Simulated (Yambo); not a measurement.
G0W0@LDA for LiBH4 (space group Ama2, No. 40) in Yambo. Reference settings: 2×4×4 Γ-centred k mesh, bands 3 to 177 and a 8 Ry block in the screening, 177 bands in G with the Bruneval-Gonze terminator, plasmon pole fitted at 27.2 eV. The LDA gap (0, 0, 0.25) → (0, -0.5, -0.5) on this mesh is 4.97 eV; G0W0 gaps are taken between the same points.

With and without the terminator, as bands are cut:

```tsv
bands in G (in W)	gap, terminator (eV)	gap, none (eV)	valence shift, terminator (eV)	valence shift, none (eV)
35 (35)	7.816	7.685	-1.387	-1.097
60 (60)	7.801	7.687	-1.575	-1.353
93 (93)	7.829	7.746	-1.698	-1.543
135 (135)	7.857	7.803	-1.777	-1.676
177 (177)	7.875	7.839	-1.820	-1.753
```

Over this range the gap spans 0.074 eV with the terminator and 0.154 eV without, the valence shift 0.433 eV and 0.656 eV. Neither column has reached its limit for certain.

Geometry of the Materials Project entry, not relaxed at this level; primitive cell a = 6.395 Å, b = c = 3.964 Å, α = 90.54°, β = γ = 90.00°.

The structure is a Materials Project entry; no match was found in the copy of COD used, and its stability was not checked.

A shift is the quasiparticle energy of the state minus its LDA energy.
